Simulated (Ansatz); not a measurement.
The elements of this relaxed trial crystal are hidden behind letters.

```
lattice vectors (Å)
   5.7806    0.0000    0.0000
   0.0000    5.7806    0.0000
   0.0000    0.0000    2.4752
fractional positions
X 0.0000 0.0000 0.0000
Z 0.7954 0.5000 0.0000
Z 0.2046 0.5000 0.0000
Z 0.5000 0.7954 0.0000
Z 0.5000 0.2046 0.0000
```

Computed with DFT PBE, scalar-relativistic, plane waves, PAW in Ansatz 0.2.0. The final run on the 5-atom cell used 420 eV, a Γ-centred 8×8×16 mesh, 0.10 eV smearing and no spin polarisation.

- Space group: P4/mmm (No. 123)
- Conventional cell: a = 5.781 Å, c = 2.475 Å
- Volume per atom: 16.54 Å³
- Density: 3.89 g/cm³
- Energy over the elements: +0.24 eV/atom
- Gap on the 8×8×16 mesh of the 5-atom cell: 0 eV (a metal)

Energies are uncorrected and count from the elements' standard states at the same level.

Problem. X is a p-block element of period 4 and Z is a p-block element of period 3. Which elements are they?

Solution. X = Ga, Z = P, so the formula is GaP4. Density times volume gives a mean mass of 3.89 × 16.54/1.6605 = 38.7 u per atom, and this set has 38.7 u. Among the elements that the hints allow, noble gases aside, only these give it. Around Ga lie 2 Ga at 2.48 Å and 8 P at 3.12 Å; P is surrounded by 5 P at 2.37–2.48 Å and 2 Ga at 3.12 Å.

An odd number of electrons in the primitive cell allows no gap without spin; a larger cell or a magnetic state could open one. The cell is a metal run without spin; a magnetic state may lie lower. A structure relaxed within its symmetry needn't be a true minimum. Another cell of GaP4 relaxed alike, in Cmmm, lies 40 meV/atom lower, so this cell isn't the stable form at this level.
